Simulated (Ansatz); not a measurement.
Ansatz (an electronic-structure program) input:

Ansatz 0.2 input:
```yaml
crystal:
  lattice:
    - [3.5142276119, 0.0, 0.0]
    - [0.0, 3.5142276119, 0.0]
    - [0.0, 0.0, 3.5142276119]
  atoms:
    - { symbol: Fe, position: [0.0, 0.0, 0.0], spin: 3.2 }
    - { symbol: Ni, position: [0.0, 0.5, 0.5], spin: 0.8 }
    - { symbol: Ni, position: [0.5, 0.0, 0.5], spin: 0.8 }
    - { symbol: Ni, position: [0.5, 0.5, 0.0], spin: 0.8 }
kpoints:
  mp_grid: { grid: [12, 12, 12] }
hamiltonian:
  xc: r2scan
  pseudopotentials: { kind: paw }
magnetization: { spin_polarized: true }
scf:
  occupations: { method: gaussian, width: 0.1 }
checkpoint: { read: metal.run }
output: { write_density: true, elf: true, volumetric_format: npy }
basis: { fft_grid_basis: typed }
```

Output (shortened):

```
Pseudopotential: Fe, paw, valence charge 16
Pseudopotential: Ni, paw, valence charge 18
Functional definition: r2SCAN
Crystal: 4 atoms, lattice volume = 43.400 Å³
Basis set: ecut = 500 eV, 1141 PW (Γ), exchange–correlation on 108×108×108 points (64 copies of the dense FFT grid, shifted against one another)
Bands: 46, of which v1, the nominal top of the filled ones, is band 35 counted from 1 (34 counted from 0)
Symmetry: 48 space group operations
Space group: Pm-3m (ITA 221), of the structure as read, at distance tolerance 3.5e-5 Å
k-points: 84 of 1728
Stability of the state it starts from, as read at its close in the collinear treatment (another_mixer)
Starting moments: Σ|m| = 5.6 μB on 4 of 4 sites; this step starts from the density that it was given
iter 1 solved again at ethr=1.69e-8 eV; its pass at ethr=3.10e-3 eV (dr2=1.18e-5 eV) is discarded
SCF iter   1: F=—  HF=-22022.290516 eV  |F-HF|=—  |Δ(HF+E_count)|=         —  Δρ=3.42e-7 (↑3.42e-7 ↓3.41e-7)  dr2=9.08e-11  dr2_τ=4.95e-12  dr2_m=1.38e-11  M=5.298 μB ∫|m|=6.182 μB  β_m=1.20  ethr=1.69e-8  ⟨swp⟩=4.5  Hψ=56131  notcnv=0
preconditioner: auto → Kerker (q_TF=auto, 2.955 Å⁻¹)
spin=Collinear: Kerker preconditioning applied to the charge; magnetization (m = ρ↑ − ρ↓) channel mixes plain (no charge-response kernel on spin).
SCF iter   2: F=-22022.290516 eV  HF=-22022.290516 eV  |F-HF|=6.18e-11  |Δ(HF+E_count)|=   6.44e-8  Δρ=4.71e-7 (↑1.68e-7 ↓4.71e-7)  dr2=8.24e-11  dr2_τ=6.01e-12  dr2_m=3.21e-11  M=5.298 μB ∫|m|=6.182 μB  ethr=1.00e-12  ⟨swp⟩=9.0  Hψ=39197  notcnv=0
SCF 1 converged in 2 iterations: F = -22022.290516 eV  dr2 = 8.24e-11
Stability not checked (another_mixer)
SCF converged after 2 iterations
Magnetization: 5.2979 μB (37.6490 up, 32.3510 down)
Absolute magnetization: 6.1844 μB (∫|ρ↑−ρ↓|, with the PAW one-centre terms)
Spin contamination: 0.1937 ħ² per cell (⟨S²⟩ above its minimum at these occupations)
Per-site moments (μB) at R_I (Å): [(3.1880945567197374, 1.0250353471905924), (0.8062900055304848, 1.0250353471905924), (0.8062900055304848, 1.0250353471905924), (0.8062900055304847, 1.0250353471905924)]
Free energy (F): -22022.290516 eV
Harris-Foulkes:  -22022.290516 eV  (|F-HF|=6.18e-11)
Internal energy: -22022.278937 eV  (E = F + TS)
E sigma→0 (E₀):  -22022.284726 eV
Entropy (-TS):   -0.011579 eV (-2.895 meV/atom)
Fermi energy:    18.890225 eV
--- Per-component energies (eV) ---
  E_band       = -1147.670854
  E_kinetic    = 1193.336200
  E_local      = -12349.950918  (includes V_loc(G=0)·N_el)
  E_nonlocal   = 2142.100893
  E_hartree    = 5173.875539
  E_xc         = -349.947785
  E_vxc        = -519.832782  (∫ρ·V_xc dr)
  E_paw        = -6309.853104  (= ΣΔE_a)
  E_vpaw       = -1999.430977  (= ΣTr[D̂ρ^β])
  E_aug_tail   = 0.000927  (compensation charges beyond the density's cutoff)
  E_vtau       = 38.354691  (kinetic-family band-sum trace: ∫τ·v_τ [+ j·A + Jᵃ·Aᵃ] dr)
  E_ewald      = -11520.651008
  E_core_change = -1.189681  (= ΣΔE_core)
  E_smearing   = -0.011579  (= −TS)
  E_closure    = 0.000000  (closes the sum)
  Σ components = -22022.290516   (vs F -22022.290516, Δ=0.00e0)
  [band-id]    e_kinetic+e_local+e_nonlocal+2·e_hartree+e_vxc+e_vpaw+e_augmentation_tail+e_vtau = -1147.670889   (vs E_band -1147.670854, Δ=-3.43e-5)
--- Band table (eV; the first three rows and the last of 168) ---
  k-point 0 ↑: bands = ["-89.0734", "-89.0391", "-89.0391", "-74.7582", "-48.0382", "-48.0382", "-48.0382", "-47.9295", "-47.9295", "-47.9295", "-47.8872", "-47.8872", "-47.8872", "-39.4241", "-39.4241", "-39.4241", "9.0536", "12.6396", "12.6396", "13.4278", …
  k-point 1 ↑: bands = ["-89.0729", "-89.0396", "-89.0391", "-74.7582", "-48.0368", "-48.0368", "-48.0358", "-47.9298", "-47.9298", "-47.9295", "-47.8898", "-47.8882", "-47.8882", "-39.4246", "-39.4242", "-39.4242", "9.1488", "12.6747", "12.6809", "13.4548", …
  k-point 2 ↑: bands = ["-89.0713", "-89.0411", "-89.0391", "-74.7582", "-48.0327", "-48.0327", "-48.0286", "-47.9311", "-47.9311", "-47.9298", "-47.8974", "-47.8910", "-47.8910", "-39.4257", "-39.4244", "-39.4244", "9.4313", "12.7650", "12.7975", "13.5334", …
  k-point 83 ↓: bands = ["-87.6416", "-87.6416", "-87.6416", "-69.9387", "-46.6897", "-46.6531", "-46.6531", "-46.6531", "-46.5111", "-46.5111", "-46.5111", "-46.4822", "-46.4822", "-34.6538", "-34.6538", "-34.6538", "13.9526", "13.9526", "13.9526", …
```

Cost: about 26 core-seconds (a rough figure) on shared cores.

The cell was relaxed with r²SCAN under the symmetry of its start. Spin order of the final state: ferromagnetic, chosen from 5 collinear starts compared on coarse meshes (ties went to the first, and starts can fall back to one state), not a proven ground state. Textbook magnetic order: ferromagnetic. Other orbital occupations within this spin state were not tried. For itinerant 3d metals, meta-GGAs of the SCAN family and hybrids are commonly reported to give too large moments.

Potentials: the later of the program's two PAW sets.

Ansatz is a plane-wave DFT program.
